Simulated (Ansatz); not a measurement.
Mg$_{2}$BBrN$_{2}$:
```
CELL_PARAMETERS angstrom
      4.57200     3.30862     0.00000
     -4.57200     3.30862     0.00000
     -2.15400     0.00000     6.12325
ATOMIC_POSITIONS crystal
  Mg 0.86070 0.34498 0.83631
  Mg 0.13930 0.65502 0.16369
  Mg 0.34498 0.86070 0.66369
  Mg 0.65502 0.13930 0.33631
  B  0.11324 0.11324 0.25000
  B  0.88676 0.88676 0.75000
  Br 0.63067 0.63067 0.25000
  Br 0.36933 0.36933 0.75000
  N  0.95780 0.26753 0.17810
  N  0.04220 0.73247 0.82190
  N  0.26753 0.95780 0.32190
  N  0.73247 0.04220 0.67810
```

Relaxed with r²SCAN.

### Question
Map the electron localisation function on the plane through (0.113, 0.113, 0.250) spanned by u = [0, 0, 1] and v = [1, 1, 0] in lattice vectors, from r²SCAN (plane waves, PAW; program Ansatz).

### Answer
x is the fraction of u, y of v (the angle between them is 90°; rows are the nearest grid lines); atoms in the plane: B at (0.00, 0.00), B at (0.50, 0.77), Br at (0.00, 0.52), Br at (0.50, 0.26).
```
|000243200000000000000000002342000|
|001343200000000000000000002343100|
|223432100001223333322100001234322|
|333321000012333333333210000123333|
|110000000023431000134320000000011|
|000000000023420000024320000000000|
|554431000013431000134310000134455|
|888765200012333212333210002567888|
|999987410001233333332100014789999|
|789999851000011222110000158999987|
|126999862000000000000000268999621|
|001799872000000111000000278997100|
|002899862000123343321000268998200|
|789998620014788999887410026899987|
|999987410036899999998630014789999|
|888753000379998545899973000357888|
|655421001589984000489985100124556|
|221100002689971000179986200001122|
|000000003789994000499987300000000|
|111000002689998545899986200000111|
|333321000268999999999862000123333|
|223332000136788999887631000233322|
|001343100000122222221000001343100|
|000243200000000000000000002342000|
```
Scale: ten equal steps from 0.000 (start of '0') to 0.899 (end of '9'), in the order '0123456789'; x runs from 0.000 to 1.00, y from 0.000 (bottom) to 1.00 (top).

The density is the valence pseudo-density with augmentation charge, so density and ELF within about 1 Å of a nucleus are not all-electron values.

Space group C2/c. The first step of the workflow began from a Materials Project structure, measured or hypothetical; the Crystallography Open Database copy checked does not list it. Whether it is the stable phase at ambient conditions was not checked. The r²SCAN relaxation kept the symmetry of its start; whether a distortion lowers the energy is not shown.

Potentials: the later of the program's two PAW sets.
